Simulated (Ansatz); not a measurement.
K₂BrCl₆F:
```cif
data_Br4Cl24F4K8
_chemical_formula_sum 'K8 Br4 Cl24 F4'
_space_group_name_H-M_alt 'Fm-3m'
_space_group_IT_number 225
_space_group_name_Hall '-F 4 2 3'
_cell_length_a 9.99374
_cell_length_b 9.99374
_cell_length_c 9.99374
_cell_angle_alpha 90.000
_cell_angle_beta 90.000
_cell_angle_gamma 90.000
loop_
_atom_site_label
_atom_site_type_symbol
_atom_site_symmetry_multiplicity
_atom_site_Wyckoff_symbol
_atom_site_fract_x
_atom_site_fract_y
_atom_site_fract_z
_atom_site_occupancy
K1 K 8 c 0.25000 0.25000 0.25000 1
Br1 Br 4 a 0.00000 0.00000 0.00000 1
Cl1 Cl 24 e 0.00000 0.00000 0.24448 1
F1 F 4 b 0.50000 0.50000 0.50000 1
```
(The calculation used a cell of 10 atoms; values per cell refer to that cell.)

Relaxed with r²SCAN. Plane-wave PAW r²SCAN (Ansatz code) gives a gap of 1.01 eV.

Task: What gap does HSE06 give on the same cell (Ansatz, PAW)?

Result: 1.45 eV, 0.43 eV more. The hybrid was solved on a coarser mesh and at special points; the gap given is the minimum over both.

| k | v1 r²SCAN | c1 r²SCAN | v1 HSE06 | c1 HSE06 |
|---|---|---|---|---|
| Γ | -1.02 | 1.96 | ___ | ___ |
| X | -1.04 | 2.02 | ___ | ___ |
| L | 0.00 | 1.01 | 0.00 | 1.45 |
| W | -0.25 | 1.46 | ___ | ___ |
| K | -0.64 | 1.70 | ___ | ___ |

Task: Top valence (v1) and lowest conduction level (c1) in eV from each method's valence maximum (which need not be a listed point): supply the withheld HSE06 values.

Result: 
- W, v1 HSE06: -0.29
- W, c1 HSE06: 1.94
- Γ, v1 HSE06: -1.41
- Γ, c1 HSE06: 2.46
- K, v1 HSE06: -0.68
- K, c1 HSE06: 2.18
- X, v1 HSE06: -1.24
- X, c1 HSE06: 2.53

Cost on shared cores: the r²SCAN run (SCF on a 5×5×5 mesh, then bands and DOS) around 2.7 core-minutes (rough), the HSE06 run (SCF on 3×3×3, then a few points) around 5 core-minutes (rough); the tasks are unlike.

The workflow started from a Materials Project entry (that database holds measured and hypothetical structures alike); the Crystallography Open Database copy checked does not list it. Its standing as an ambient phase is unchecked. Symmetry was held in the r²SCAN relaxation; whether a distortion lowers the energy is not shown. Scalar-relativistic: spin–orbit coupling is off unless named, which matters more the heavier the elements.

Potentials: the later of the program's two PAW sets.
